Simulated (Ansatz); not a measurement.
# NbCd3: all-electron results

```xyz
4
Lattice="4.2150 0.0000 0.0000 0.0000 4.2150 0.0000 0.0000 0.0000 4.2150" Properties=species:S:1:pos:R:3 pbc="T T T"
Nb    0.0000    0.0000    0.0000
Cd    0.0000    2.1075    2.1075
Cd    2.1075    0.0000    2.1075
Cd    2.1075    2.1075    0.0000
```

Atoms are numbered in the order listed.

The cell comes from COD entry 2310296, which wasn't checked; take it as a given geometry.

Spin polarisation is left out, and whether a magnetic state lies lower isn't shown here.

Methods: DFT, PBE, all-electron LAPW, scalar-relativistic (Ansatz 0.2.0); DFT, PBE, PAW with Ansatz's default frozen-core files, scalar-relativistic (Ansatz 0.2.0).

For LAPW: a Γ-centred 8×8×8 k mesh, Fermi–Dirac smearing of 0.03 eV, basis error target 1 meV/atom, no spin polarisation. PAW takes a cutoff of 420 eV at this cell. The Ansatz runs share mesh, smearing and spin set-up. Values come from LAPW unless marked.

- Pressure at this cell: 7.18 GPa
- Band gap: none: with an odd electron count and no spin polarisation the bands can't all be full, a metal in this set-up (spin order or a larger cell could open a gap)
- Density of states at the Fermi level (0.2 eV bin): 1.65 states/eV per cell
- Löwdin charges (with 1.29 e of the cell spilling out of the atomic basis, so their sizes and signs hang on that basis): Nb1 -1.20, Cd2 0.83 e
- Bader charges (from the PAW run): Nb1 +0.72, Cd2 -0.24 e
- Volume per atom: 126.3 bohr³
